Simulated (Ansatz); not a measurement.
## GaP: from a starting cell to a relaxed one

The start is a generated cell, GaP placed in the zincblende structure type. Cell shape, volume and atoms are optimised at zero target pressure with r2SCAN (plane waves to 500 eV, PAW, scalar-relativistic; Ansatz, a quantum-chemistry and plane-wave program). The first steps use a coarse 7×7×7 k-mesh.

The start:
```
CELL_PARAMETERS angstrom
      0.00000     2.69884     2.69884
      2.69884     0.00000     2.69884
      2.69884     2.69884     0.00000
ATOMIC_POSITIONS crystal
  P  0.75000 0.75000 0.75000
  Ga 0.00000 0.00000 0.00000
```

Question: How much energy is released per atom?

Answer: 0.005 eV/atom.

Question: How does the volume change?

Answer: +3.0 %, from 19.66 to 20.25 Å³/atom.

Question: How do the shortest distances between atoms change?

Answer: The closest pairs of elements (up to four, under 3.6 Å), start → end: Ga–P 2.34 → 2.36 Å.

Question: What band gap does the relaxed structure have at this level?

Answer: 1.85 eV, indirect (valence top at Γ, conduction bottom at 87 % of the way from Γ to X) (no spin-orbit coupling).

Question: Write out the relaxed structure.

Answer: 
```cif
data_Ga4P4
_chemical_formula_sum 'P4 Ga4'
_space_group_name_H-M_alt 'F-43m'
_space_group_IT_number 216
_space_group_name_Hall 'F -4 2 3'
_cell_length_a 5.45138
_cell_length_b 5.45138
_cell_length_c 5.45138
_cell_angle_alpha 90.000
_cell_angle_beta 90.000
_cell_angle_gamma 90.000
loop_
_atom_site_label
_atom_site_type_symbol
_atom_site_symmetry_multiplicity
_atom_site_Wyckoff_symbol
_atom_site_fract_x
_atom_site_fract_y
_atom_site_fract_z
_atom_site_occupancy
P1 P 4 c 0.25000 0.25000 0.25000 1
Ga1 Ga 4 a 0.00000 0.00000 0.00000 1
```
(The calculation used a cell of 2 atoms; values per cell refer to that cell.)

The space group stays F-43m (No. 216) (the run could not lower it); the end is zinc blende type, with 2 atoms in the primitive cell. Final values are on a 10×10×10 k-mesh of the relaxed cell. No spin polarisation in the result.

The run could not lose the symmetry of its start; a randomly shaken copy of 2 atoms returns to this structure.

All atoms sit on sites fixed by symmetry, so only the cell could relax.
